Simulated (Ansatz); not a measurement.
BN:
```
CELL_PARAMETERS angstrom
      0.00000     1.79028     1.79028
      1.79028     0.00000     1.79028
      1.79028     1.79028     0.00000
ATOMIC_POSITIONS crystal
  N  0.75000 0.75000 0.75000
  B  0.00000 0.00000 0.00000
```

Relaxed with LDA. Special points in fractions of this cell's reciprocal vectors: Γ (0.000, 0.000, 0.000); X (0.500, 0.000, 0.500); U (0.625, 0.250, 0.625); K (0.375, 0.375, 0.750); L (0.500, 0.500, 0.500); W (0.500, 0.250, 0.750).

**Question.** List the band energies nearest the valence-band maximum at these points for plane-wave PAW LDA (Ansatz code).

**Answer.** In eV from the valence-band maximum; about four levels below and three above (degenerate sets whole), none deeper than 8.9 eV; … stands for higher levels left out; points with the same levels are listed once.

```json
[
 {"k": "Γ", "below": "0.00 0.00 0.00", "above": "…"},
 {"k": "X", "below": "-5.07 -5.07", "above": "4.39 9.33 …"},
 {"k": "U", "below": "-8.23 -7.96 -4.22", "above": "6.89 13.04 …"},
 {"k": "L", "below": "-2.01 -2.01", "above": "10.58 …"},
 {"k": "W", "below": "-7.63 -7.25 -6.77", "above": "9.56 13.56 …"}
]
```

Space group F-43m (zinc blende). Symmetry was held in the LDA relaxation; phonons on a q-mesh show no instability.

Potentials: the later of the program's two PAW sets.
